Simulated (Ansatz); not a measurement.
ZrTiO$_{4}$:
```
CELL_PARAMETERS angstrom
      4.72509     0.00000     0.00000
      0.00000     5.07586     0.00000
      0.00000     0.00000     5.62780
ATOMIC_POSITIONS crystal
  Zr 0.00000 0.50000 0.42226
  Zr 0.50000 0.00000 0.57774
  Ti 0.00000 0.00000 0.06965
  Ti 0.50000 0.50000 0.93035
  O  0.73693 0.17712 0.87520
  O  0.26307 0.82288 0.87520
  O  0.23693 0.32288 0.12480
  O  0.76307 0.67712 0.12480
  O  0.28270 0.33962 0.64943
  O  0.71730 0.66038 0.64943
  O  0.78270 0.16038 0.35057
  O  0.21730 0.83962 0.35057
```

Relaxed with PBEsol. Independent-particle spectrum: no excitons, no local fields, no scissors shift; 0.1 eV broadening; ε₁ of the summed bands alone.

Question: Tabulate the dielectric function from PBEsol in the plane-wave PAW code Ansatz.

Answer: 

```
E (eV)  ε₁ xx  ε₂ xx  ε₁ yy  ε₂ yy  ε₁ zz  ε₂ zz
------  -----  -----  -----  -----  -----  -----
0.0      6.50   0.00   6.35   0.00   5.78   0.00
0.4      6.54   0.00   6.38   0.00   5.80   0.00
0.8      6.64   0.00   6.46   0.00   5.87   0.00
1.2      6.83   0.00   6.62   0.00   6.00   0.00
1.6      7.13   0.00   6.87   0.00   6.20   0.00
2.0      7.62   0.00   7.24   0.00   6.50   0.00
2.4      8.47   0.00   7.85   0.00   6.96   0.00
2.8     10.86   0.61   9.12   0.07   7.80   0.01
3.2     11.17   4.79  11.33   2.02   9.14   0.83
3.6      9.49   5.44  10.61   4.95  11.12   2.44
4.0      7.29   7.45   9.96   7.04  10.06   7.22
4.4      4.57   8.86   5.22   8.19   5.45   8.44
4.8      4.56   5.91   3.90   6.55   3.45   5.76
5.2      4.49   6.39   4.42   5.98   4.61   5.17
5.6      3.87   6.68   4.41   5.55   4.21   5.13
6.0      2.04   6.79   4.60   6.39   4.72   6.64
6.4      1.95   6.22   3.64   7.91   2.67   7.47
6.8      1.07   6.24   1.90   7.16   1.58   5.72
7.2      0.42   5.25   1.23   7.26   1.00   5.31
7.6      0.43   4.96  -0.67   6.43   1.15   5.03
8.0     -0.17   4.68  -0.28   4.94   0.47   4.66
8.4      0.18   3.34  -0.30   3.57   0.71   4.10
8.8      0.31   3.40   0.49   3.27   0.69   3.77
9.2      0.65   3.05   1.01   3.75   0.67   3.89
9.6      1.41   3.73   1.28   4.50   0.58   4.20
10.0     0.28   3.85   0.08   4.95   0.34   3.71
10.4    -0.77   3.61  -1.30   4.77   0.19   4.16
10.8    -0.53   3.10  -1.68   3.64  -0.78   3.61
11.2    -0.73   2.56  -1.67   2.49  -1.23   2.97
11.6    -0.44   2.36  -1.14   2.10  -1.17   1.89
12.0    -0.27   1.89  -0.81   1.65  -0.36   1.48
```

Question: From ε at 3.3 eV (xx: 10.39 + 5.32i), find n, k, the normal reflectivity and the absorption coefficient.

Answer: n = 3.32, k = 0.801, R = 31 %, α = 2kE/ħc = 270000 cm⁻¹.

With all bands, ε∞ without local fields is 6.76 (xx), 6.60 (yy), 6.05 (zz). DFPT, with local fields, gives 6.56 (xx), 6.43 (yy), 5.78 (zz).

Space group P2_12_12. The first step of the workflow began from a Materials Project structure, measured or hypothetical; the Crystallography Open Database copy checked does not list it. With Zr and Ti taken as one species the cell has the higher symmetry Pbcn, so it may be an ordered model of a mixed-site phase. Its standing as an ambient phase is unchecked. The PBEsol relaxation kept the symmetry of its start; whether a distortion lowers the energy is not shown. No spin polarisation was allowed. Scalar-relativistic: spin–orbit coupling is off unless named, which matters more the heavier the elements.

Potentials: the later of the program's two PAW sets.
